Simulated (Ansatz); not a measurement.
The cell below belongs to a search over invented structures; it isn't taken from experiment.

Input and command of a plane-wave DFT calculation in Ansatz:

```yaml
crystal:
  lattice:
    - [0.8603794149, -0.0099575445, -6.4943471034]
    - [-0.0326650844, -8.0385650902, -0.0175004782]
    - [-11.1176967624, -0.0433959063, 0.2672185226]
  atoms:
    - { symbol: Hf, position: [0.2536867001, 0.1456056227, 0.9976639295] }
    - { symbol: Hf, position: [0.7183693719, 0.891325143, 1.0104782604] }
    - { symbol: Cl, position: [0.7532628006, 0.7067845091, 0.523341729] }
    - { symbol: Cl, position: [0.7308904063, 0.4840592566, 0.4821333723] }
    - { symbol: Cl, position: [0.2586629089, 0.2624944636, 0.5142214236] }
    - { symbol: Cl, position: [0.2644354466, 0.5312983163, 0.4960173009] }
    - { symbol: Cl, position: [0.4770488407, 0.3118073372, 0.1380600805] }
    - { symbol: Cl, position: [0.0683666022, 0.3394870944, 0.8566209253] }
    - { symbol: Cl, position: [0.9507127508, 0.0873681605, 0.0934177208] }
    - { symbol: Cl, position: [0.5535111431, 0.1205891975, 0.8752480219] }
    - { symbol: Cl, position: [0.5461385485, 0.6681885872, 0.8708332478] }
    - { symbol: Cl, position: [0.9425216609, 0.647891951, 0.1567877941] }
    - { symbol: Cl, position: [0.0439524514, 0.8864515325, 0.8768268021] }
    - { symbol: Cl, position: [0.4384403682, 0.9166488283, 0.1083493918] }
basis:
  ecutwfc: 420
kpoints:
  mp_grid: { grid: [2, 2, 2] }
hamiltonian:
  xc: pbe
scf:
  occupations: { method: gaussian, width: 0.1 }
  lower_state_search: "off"
output:
  forces: true
  stress: true
  eigenvalues: true
relax:
  adjacent_minimum: "off"
  f_tol: 0.025
  max_steps: 60
  cell: { stress_tol: 0.25 }
```

```bash
ansatz run input.yaml --threads 1 --pin off --max-ram 2560MiB --backend cpu --events-out ev --progress --plain --runs-dir out
```

Processor: AMD EPYC 9R45 96-Core Processor (Zen 5), 1 thread, on a host shared with other jobs.

Task: Estimate time, memory and problem size.

Result: About 3.2 min, peak memory 0.85 GiB. It solves 82 bands at 8 k points (after reduction by symmetry) with about 11281 plane waves (on the last cell), in 204 SCF iterations over 24 ionic steps.
